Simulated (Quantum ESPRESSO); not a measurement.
```cif
data_Cd4O4
_chemical_formula_sum 'O4 Cd4'
_space_group_name_H-M_alt 'Fm-3m'
_space_group_IT_number 225
_space_group_name_Hall '-F 4 2 3'
_cell_length_a 4.63667
_cell_length_b 4.63667
_cell_length_c 4.63667
_cell_angle_alpha 90.000
_cell_angle_beta 90.000
_cell_angle_gamma 90.000
loop_
_atom_site_label
_atom_site_type_symbol
_atom_site_symmetry_multiplicity
_atom_site_Wyckoff_symbol
_atom_site_fract_x
_atom_site_fract_y
_atom_site_fract_z
_atom_site_occupancy
O1 O 4 b 0.50000 0.50000 0.50000 1
Cd1 Cd 4 a 0.00000 0.00000 0.00000 1
```
(The calculation used a cell of 2 atoms; values per cell refer to that cell.)

Cell and atoms were relaxed with LDA from Materials Project entry mp-1132, within its symmetry.

### Question
What does norm-conserving LDA (Quantum ESPRESSO, 102 Ry, without SOC) give for the electronic structure near the Fermi level?

### Answer
At this level the gap is closed or nearly so: along the path the highest valence and lowest conduction bands touch, or overlap by less than 0.6 eV, a zero-gap or semimetallic result; the valence top lies at L, the conduction bottom at Γ, 0.42 eV lower. Semilocal functionals close the gaps of some narrow-gap semiconductors, so this alone doesn't show that the compound has none. Spin-orbit splittings are left out.
